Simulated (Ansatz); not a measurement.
Is this SnGe3Te4 structure a true minimum?

The cell was found from a structure generator's guess, not taken from experiment.

Level of theory: DFT PBE, scalar-relativistic, plane waves, PAW in Ansatz. Cutoff 420 eV; k points 10×10×4 on the computed 8-atom cell (Γ-centred); Gaussian smearing, width 0.10 eV; no spin polarisation.

The cell below (8 atoms, space group P4/mmm (No. 123)) is relaxed within its symmetry.

```
Sn Ge Te
1.0
     4.32987    0.00000    0.00000
     0.00000    4.32987    0.00000
     0.00000    0.00000   12.23048
Sn Ge Te
1 3 4
Direct
  0.00000 0.00000 0.50000
  0.00000 0.00000 0.00000
  0.50000 0.50000 0.24587
  0.50000 0.50000 0.75413
  0.00000 0.00000 0.24251
  0.50000 0.50000 0.50000
  0.00000 0.00000 0.75749
  0.50000 0.50000 0.00000
```

For the test it was strained at random (σ = 1.5 % a component), the atoms were moved at random (σ = 0.10 Å), and all was relaxed again on a coarse 6×6×2 mesh (in the run’s order of axes) with 0.20 eV smearing, with no symmetry imposed.

Spin–orbit coupling, which can matter for Te, is left out.

Task: Is the structure stable against such a distortion?

Result: It doesn't return. The energy falls by 24 meV/atom on that mesh, the volume changes by 4.1 %, and the end has space group Pm (No. 6) at a loose tolerance. Relaxed again on an 8×8×4 mesh with 0.02 eV smearing, the new structure lies 20 meV/atom below the first (mesh in the axes of the run's cell; the cell below is made exact in the group named). Space group Pm (No. 6), monoclinic, a = 4.488 Å, b = 4.297 Å, c = 12.399 Å, β = 92.7°. Sn is surrounded by 6 Te at 3.04–3.33 Å; around Ge on its first site lie 3 Te at 2.86–2.87 Å, 1 Te at 3.18 Å and 2 Te at 3.38 Å; Ge on its second site is surrounded by 3 Te at 2.86–2.87 Å and 3 Te at 3.30–3.38 Å; Te on its first site is surrounded by 3 Ge at 2.87 Å, 1 Sn at 3.33 Å and 2 Ge at 3.38 Å; 4 more sites not described.

```xyz
8
Lattice="4.4882 0.0000 0.0000 0.0000 4.2968 0.0000 -0.5871 0.0000 12.3853" Properties=species:S:1:pos:R:3 pbc="T T T"
Sn   -0.2738    0.0000    6.1260
Ge   -0.4073    0.0000   12.3139
Ge    2.0357    2.1484    9.2214
Ge    2.2532    2.1484    2.9175
Te    3.9272    0.0000    9.4482
Te    1.8683    2.1484    6.3630
Te    4.1330    0.0000    3.0670
Te    2.0682    2.1484    0.0843
```
